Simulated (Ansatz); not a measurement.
**An inverse problem**

Cell vectors (Å):

```
 2.9362  0.0000  0.0000
-1.4681  2.5428  0.0000
 0.0000  0.0000  2.8846
```

```csv
atom,a,b,c
Ta,0.0000,0.0000,0.5000
X,0.6667,0.3333,0.0000
```

All numbers below come from r²SCAN, PAW on Ansatz 0.2.0's default frozen-core files (fitted under PBE), scalar-relativistic. k mesh 18×18×16, strains of ±0.005, Fermi-Dirac smearing of 0.100 eV.

Elastic constants of a crystal by Kohn-Sham DFT: slopes of the stress over finite engineering strains of the given cell, Voigt indices, Cartesian axes as in the cell vectors.

| index | elastic (GPa) |
| --- | --- |
| 11 | 680 |
| 12 | 211.7 |
| 13 | 150.2 |
| 33 | 861.6 |
| 44 | 250.6 |

Problem. All X atoms are one element. Which one was computed?

Solution. N; the crystal is TaN (P-6m2).

Limits of these numbers: frozen-core PAW files fitted under PBE, their cores solved anew for the functional of the run; responses of metals move with mesh and smearing; elastic stability says nothing of phonons or of other phases; no spin-orbit coupling on heavy atoms.
